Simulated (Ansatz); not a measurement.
**SiS2: from a starting cell to a relaxed one**

The start is a randomly generated symmetric cell of SiS2 (space group No. 109). A full variable-cell relaxation at zero pressure is run with r2SCAN (plane waves to 500 eV, PAW, scalar-relativistic; Ansatz, an electronic-structure program). First-step values are on the input's coarse k-mesh.

Ansatz input (later rounds restart from its end on a renewed k-mesh):
Ansatz 0.2 input:
```yaml
crystal:
  lattice:
    - [-2.741699, 2.741699, 3.2955916]
    - [2.741699, -2.741699, 3.2955916]
    - [2.741699, 2.741699, -3.2955916]
  atoms:
    - { symbol: S, position: [0.60090582, 0.42838198, 0.17252384] }
    - { symbol: S, position: [0.25585814, 0.42838198, 0.82747616] }
    - { symbol: S, position: [0.17838198, 0.50585814, 0.32747616] }
    - { symbol: S, position: [0.17838198, 0.85090582, 0.67252384] }
    - { symbol: Si, position: [0.20399357, 0.20399357, 0] }
    - { symbol: Si, position: [0.95399357, 0.45399357, 0.5] }
basis: { ecutwfc: 500, ecutrho_ratio: 4, xc_grid: 4, fft_grid_basis: typed }
kpoints: { mp_grid: { grid: [6, 6, 6] } }
hamiltonian:
  xc: r2scan
  dispersion: none
  pseudopotentials: { kind: paw }
scf: { occupations: { method: fermi_dirac, width: 0.05 } }
relax: { f_tol: 0.01, max_steps: 100, cell: { stress_tol: 0.02 } }
output: { forces: true, stress: true }
```

```json
{
  "initial_pressure": "+127 GPa (positive: the cell is compressed)",
  "largest_initial_force": "17.29 eV/Å, on Si5, Si6 (atoms numbered as listed)",
  "outcome": "The space group stays I4₁md (No. 109) (the run could not lower it), with 6 atoms in the primitive cell",
  "Shortest distances (start → end)": "The closest pairs of elements (up to four, under 3.6 Å), start → end: S–Si 1.76 → 2.09 Å; S–S 1.89 → 2.82 Å; Si–Si 3.20 → 4.13 Å",
  "band_gap_at_the_end": "0.75 eV, direct at Γ (no spin-orbit coupling)",
  "optimiser_moves": "14"
}
```

Final structure:

Space group I4₁md (No. 109); a = b = 6.8165 Å, c = 9.2980 Å, α = β = γ = 90.00°

```csv
atom,site,symmetry,x,y,z
S,8b,.m.,0.0000,0.2071,0.1649
Si,4a,2mm.,0.0000,0.0000,0.9809
```
(The calculation used a cell of 6 atoms; values per cell refer to that cell.)

Final values are on a 7×7×7 k-mesh of the relaxed cell. No spin polarisation in the result.

The run could not lose the symmetry of its start: the end is stationary, and may be a saddle point rather than a minimum.

The relaxed structure here is a generated cell of SiS2: the first start was made by a random draw of sites in a space group, and the end was not matched to a known phase here, so it may be hypothetical.
